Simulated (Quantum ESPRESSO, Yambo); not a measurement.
# Levels of theory for the gap of K2CO3

K2CO3 (space group P6_3/mmc, No. 194): one geometry, one set of PBEsol (pw.x of Quantum ESPRESSO, ONCV potentials, no spin-orbit coupling) orbitals, self-energies from Yambo (3×3×2 Γ-centred k mesh, 285 bands and a 7 Ry block in the screening, 285 bands in G with the Bruneval-Gonze terminator, plasmon pole fitted at 27.2 eV).

The geometry is that of Materials Project entry mp-10662, symmetrised and not relaxed again.

| level | gap Γ → Γ (eV) | rough Yambo cost |
|---|---|---|
| PBEsol (Quantum ESPRESSO) | 3.48 | – |
| exchange only (Hartree-Fock self-energy on PBEsol orbitals) | 13.71 | about 1/20 (8 states) |
| static COHSEX@PBEsol | 7.26 | within a factor of two (2 states) |
| G0W0@PBEsol, plasmon pole | 6.07 | 1 (8 states) |

Bare exchange has no screening and gives the widest gap; static COHSEX screens it but leaves out the frequency dependence, which G0W0 restores.

Costs are rough ratios of core time on shared machines.

Nearest settings tried, and what they do to the gap: 138 bands in W: +79 meV; 6 Ry block (341 vectors against 431): -31 meV; 3×3×1 mesh: -86 meV. Not varied: bands in G. So the settings aren't converged at that level.

The structure is a Materials Project entry; no match was found in the copy of COD used, and its stability was not checked.
